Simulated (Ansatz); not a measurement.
Values for one crystal, relaxed and computed with the program Ansatz at the PBE level (PAW); other levels are named.

- Volume per atom = 15.52 Å³
- Electronic character = metallic (no gap)
- Bulk modulus (Birch–Murnaghan fit) = 1620 kbar
- Formation energy from the elements (no fitted shifts) = -1.15 eV/atom
- Density of states at the Fermi level = 0.42 states/eV per atom (mean over ±0.08 eV)
- Gap with spin–orbit coupling = none (metallic)
- Pressure derivative B′ = 4.3

Problem. Which of these materials gives this?
A) Zr2SiN, P6_3/mmc (Zr on 4f, Si on 2d, N on 2a)
B) SiMo2N, P6_3/mmc (Si on 2d, Mo on 4f, N on 2a)
C) W3N, A15 (Cr3Si type)
D) Ta2GeN, P6_3/mmc (Ge on 2d, Ta on 4f, N on 2a)

Solution. A, Zr2SiN, P6_3/mmc (Zr on 4f, Si on 2d, N on 2a)

The start of the workflow was typed in or built on a structure type; neither database checked (COD, Materials Project) lists it. Whether it is the stable phase at ambient conditions was not checked. Symmetry was held in the PBE relaxation; whether a distortion lowers the energy is not shown. The run is not spin-polarised. The references are the lowest solids computed at this level, not always the standard phases (solids in place of the gases). Scalar-relativistic: spin–orbit coupling is off unless named, which matters more the heavier the elements.

Potentials: the earlier of the program's two PAW sets.
